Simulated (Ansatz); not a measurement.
## AgB2: electron density at the nuclei under pressure

```
CELL_PARAMETERS angstrom
3.00000 0.00000 0.00000
-1.50000 2.59808 0.00000
0.00000 0.00000 3.24000
ATOMIC_POSITIONS crystal
Ag 0.00000 0.00000 0.00000
B 0.33333 0.66667 0.50000
B 0.66667 0.33333 0.50000
```

Atoms are numbered in the order listed.

The geometry is COD entry 1509214, unchecked; take it as a test cell.

All numbers below come from DFT, PBEsol, all-electron PAW with datasets made for the crystal, scalar-relativistic (Ansatz 0.2.0).

Numerical set-up: a Γ-centred 16×16×13 k mesh, Fermi–Dirac smearing of 0.05 eV, cutoff 360 eV (chosen by the program for this cell), no spin polarisation.

The contact density is the mean electron density over the nuclear volume; its changes follow the s electrons' response to bonding and compression. Changes below are taken from the unscaled cell, where it is 946986 e/Å³ at Ag1, 482.301 e/Å³ at B2.

Volumes at which the program chose other datasets or cutoffs are left out.

| V/V(cell) | P (GPa) | Δρ(0) Ag1 (e/Å³) | Δρ(0) B2 (e/Å³) |
| --- | --- | --- | --- |
| 0.9800 | 54.5 | ? | 0.01 |
| 0.9900 | 50.5 | 0.77 | 0.01 |
| 1.0000 | 46.8 | 0.00 | 0.00 |
| 1.0100 | 43.2 | ? | 0.00 |
| 1.0200 | 39.8 | ? | -0.01 |

Task: Give the missing entry: row "1.0100", column "Δρ(0) Ag1 (e/Å³)".

Result: -0.76.

Task: Give the missing entry: row "1.0200", column "Δρ(0) Ag1 (e/Å³)".

Result: -1.52.

Task: Give the missing entry: row "0.9800", column "Δρ(0) Ag1 (e/Å³)".

Result: 1.56.

The datasets are made afresh for each cell, so very small changes are uncertain.
